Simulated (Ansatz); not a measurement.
CF2 on the (111) surface of CoSi₂, space group Fm-3m (No. 225) (top face towards +c; held atoms: 1, 2, 3, 4, 5, 6, 7, 8, 9, 10, 11, 12), one molecule per 48.7 Å². Starting structure (open bond down, lowest atom C over a top Si site; the molecule's atoms stand last):

```
CELL_PARAMETERS angstrom
7.50131 0.00000 0.00000
-3.75066 6.49633 0.00000
0.00000 0.00000 23.38799
ATOMIC_POSITIONS crystal
Si 0.50000 0.50000 0.34206
Si 0.50000 0.00000 0.34206
Si 0.00000 0.50000 0.34206
Si 0.00000 0.00000 0.34206
Co 0.33333 0.16667 0.37479
Co 0.33333 0.66667 0.37479
Co 0.83333 0.16667 0.37479
Co 0.83333 0.66667 0.37479
Si 0.66667 0.33333 0.40753
Si 0.66667 0.83333 0.40753
Si 0.16667 0.33333 0.40753
Si 0.16667 0.83333 0.40753
Si 0.83333 0.66667 0.47158
Si 0.83333 0.16667 0.47158
Si 0.33333 0.66667 0.47158
Si 0.33333 0.16667 0.47158
Co 0.66667 0.33333 0.50715
Co 0.66667 0.83333 0.50715
Co 0.16667 0.33333 0.50715
Co 0.16667 0.83333 0.50715
Si 0.00000 0.50000 0.53717
Si 0.00000 0.00000 0.53717
Si 0.50000 0.50000 0.53717
Si 0.50000 0.00000 0.53717
C 0.00000 0.50000 0.62610
F 0.15300 0.62333 0.66007
F 0.84700 0.37667 0.66007
```

All numbers below come from Ansatz 0.2.0, DFT PBE+D3(BJ), scalar-relativistic, plane waves, PAW. Cutoff 420 eV; k points 3×3×1 on the computed 27-atom cell (Γ-centred); Gaussian smearing, width 0.10 eV; no spin polarisation. A dipole correction removes the field between periodic images along c.

E_ads is per molecule, from the clean relaxed slab and the free relaxed molecule; negative means bound; no zero-point or thermal terms, forces under 0.04 eV/Å, and the free molecule is spin-polarised where open-shell. Heights count from the highest slab atom.

Task: What does it relax to?

Result: E_ads = -1.99 eV; the molecule stays whole. Final structure after 16 steps:

```xyz
27
Lattice="7.5013 0.0000 0.0000 -3.7507 6.4963 0.0000 0.0000 0.0000 23.3880" Properties=species:S:1:pos:R:3 pbc="T T T"
Si    1.8753    3.2482    8.0000
Si    3.7507    0.0000    8.0000
Si   -1.8753    3.2482    8.0000
Si    0.0000    0.0000    8.0000
Co    1.8753    1.0827    8.7656
Co    0.0000    4.3309    8.7656
Co    5.6260    1.0827    8.7656
Co    3.7507    4.3309    8.7656
Si    3.7507    2.1654    9.5312
Si    1.8753    5.4136    9.5312
Si    0.0000    2.1654    9.5312
Si   -1.8753    5.4136    9.5312
Si    3.7440    4.3348   10.9982
Si    5.6661    1.1011   11.0572
Si    0.0042    4.2871   11.0572
Si    1.8613    1.0909   11.0477
Co    3.7692    2.1631   11.8292
Co    1.8829    5.4093   11.8522
Co    0.0335    2.1462   12.0520
Co   -1.8640    5.3988   11.8292
Si   -1.9809    3.3092   12.6122
Si    0.0289   -0.0718   12.4990
Si    1.9521    3.2591   12.4991
Si    3.7559   -0.0030   12.4665
C    -0.6558    2.5445   13.8452
F    -0.0379    3.4366   14.6716
F    -1.1189    1.5634   14.6720
```

Each end is the local minimum that its start leads to.

Spin polarisation was left out, and a magnetic state may lie lower.